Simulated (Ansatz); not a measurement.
A relaxation computed with Ansatz, from input to last step.

```yaml
crystal:
  lattice:
    - [-1.9987630079, 1.9987630079, 5.9630130657]
    - [1.9987630079, -1.9987630079, 5.9630130657]
    - [1.9987630079, 1.9987630079, -5.9630130657]
  atoms:
    - { symbol: Sr, position: [0.0, 0.0, 0.0] }
    - { symbol: Fe, position: [0.25, 0.75, 0.5] }
    - { symbol: Fe, position: [0.75, 0.25, 0.5] }
    - { symbol: As, position: [0.3504108414, 0.3504108414, 0.0] }
    - { symbol: As, position: [0.6495891586, 0.6495891586, 0.0] }
basis:
  ecutwfc: 420
kpoints:
  mp_grid: { grid: [12, 12, 12] }
hamiltonian:
  xc: pbesol
scf:
  occupations: { method: gaussian, width: 0.1 }
output:
  forces: true
  stress: true
  eigenvalues: true
relax:
  adjacent_minimum: "off"
  f_tol: 0.01
  max_steps: 30
  cell: { stress_tol: 0.1, fix: [volume] }
```

```bash
ansatz run input.yaml --threads 2 --pin off --max-ram 5120MiB --backend cpu --events-out ev --progress --plain --runs-dir out
```

Computed with DFT PBEsol, scalar-relativistic, plane waves, PAW (Ansatz 0.2.0).

The volume is held at 1.1 times that of the relaxed cell.

Of 5 frames 4 are shown, positions in Å and forces in eV/Å; the SCF threshold varies from step to step. Steps run on the plane waves of an earlier cell, with a Pulay correction in the pressure. The basis is chosen afresh for the last frame, the zero of the energies, and at times for earlier ones too; energy and pressure step there, also at an unchanged geometry.

```xyz
5
Lattice="-1.9988 1.9988 5.9630 1.9988 -1.9988 5.9630 1.9988 1.9988 -5.9630" Properties=species:S:1:pos:R:3:forces:R:3 pbc="T T T" step=1 free_energy_over_end_meV_per_atom=2.78 pressure_GPa=-7.41
Sr    0.0000    0.0000    0.0000    0.0000    0.0000    0.0000
Fe    1.9988    0.0000    2.9815    0.0000    0.0000    0.0000
Fe    0.0000    1.9988    2.9815    0.0000    0.0000    0.0000
As    0.0000    0.0000    4.1790    0.0000    0.0000   -0.3338
As    0.0000    0.0000    7.7470    0.0000    0.0000    0.3338
5
Lattice="-1.9910 1.9910 6.0096 1.9910 -1.9910 6.0096 1.9910 1.9910 -6.0096" Properties=species:S:1:pos:R:3:forces:R:3 pbc="T T T" step=2 free_energy_over_end_meV_per_atom=0.33 pressure_GPa=-6.59
Sr    0.0000    0.0000    0.0000    0.0000    0.0000    0.0000
Fe    1.9910    0.0000    3.0048    0.0000    0.0000    0.0000
Fe    0.0000    1.9910    3.0048    0.0000    0.0000    0.0000
As    0.0000    0.0000    4.1915    0.0000    0.0000   -0.0873
As    0.0000    0.0000    7.8278    0.0000    0.0000    0.0873
5
Lattice="-1.9856 1.9856 6.0422 1.9856 -1.9856 6.0422 1.9856 1.9856 -6.0422" Properties=species:S:1:pos:R:3:forces:R:3 pbc="T T T" step=3 free_energy_over_end_meV_per_atom=0.02 pressure_GPa=-6.18
Sr    0.0000    0.0000    0.0000    0.0000    0.0000    0.0000
Fe    1.9856    0.0000    3.0211    0.0000    0.0000    0.0000
Fe    0.0000    1.9856    3.0211    0.0000    0.0000    0.0000
As    0.0000    0.0000    4.2060    0.0000    0.0000    0.0182
As    0.0000    0.0000    7.8783    0.0000    0.0000   -0.0182
5
Lattice="-1.9848 1.9848 6.0473 1.9848 -1.9848 6.0473 1.9848 1.9848 -6.0473" Properties=species:S:1:pos:R:3:forces:R:3 pbc="T T T" step=5 free_energy_over_end_meV_per_atom=0.00 pressure_GPa=-6.18
Sr    0.0000    0.0000    0.0000    0.0000    0.0000    0.0000
Fe    1.9848    0.0000    3.0237    0.0000    0.0000    0.0000
Fe    0.0000    1.9848    3.0237    0.0000    0.0000    0.0000
As    0.0000    0.0000    4.2106    0.0000    0.0000    0.0071
As    0.0000    0.0000    7.8840    0.0000    0.0000   -0.0071
```

Time: 33 s on 2 threads of AMD EPYC 9R45 96-Core Processor (Zen 5), with other jobs on the host, peak memory 0.83 GiB.

Spin polarisation was left out, and a magnetic state may lie lower.